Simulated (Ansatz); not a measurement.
ScC (rock salt, space group No. 225), plane-wave PAW LDA (Ansatz code), all energies at zero smearing, with the estimated change up to a 700 eV cutoff added, with one set of potentials and settings (totals compare only within such a set). Cell of 2 atoms (1 Sc, 1 C): -2332.444 eV.

| element | reference phase | E (eV/atom) |
|---|---|---|
| Sc | P6_3/mmc, 2 atoms in the cell | -2089.0154 |
| C | Fd-3m, 2 atoms in the cell | -242.9976 |

Formation energy per atom, worked out: (-2332.444 − 1×(-2089.0154) − 1×(-242.9976))/2 = -0.215 eV/atom (-21 kJ per mol of atoms), at 0 K, without zero-point energy or fitted corrections.

Space group Fm-3m (rock salt). The first step of the workflow began from a Materials Project structure, measured or hypothetical; the Crystallography Open Database copy checked does not list it. Whether it is the stable phase at ambient conditions was not checked. The LDA relaxation kept the symmetry of its start; of distortions, only those at the zone centre were tested. The run is not spin-polarised. The references are the lowest solids computed at this level, not always the standard phases.

Potentials: the later of the program's two PAW sets.
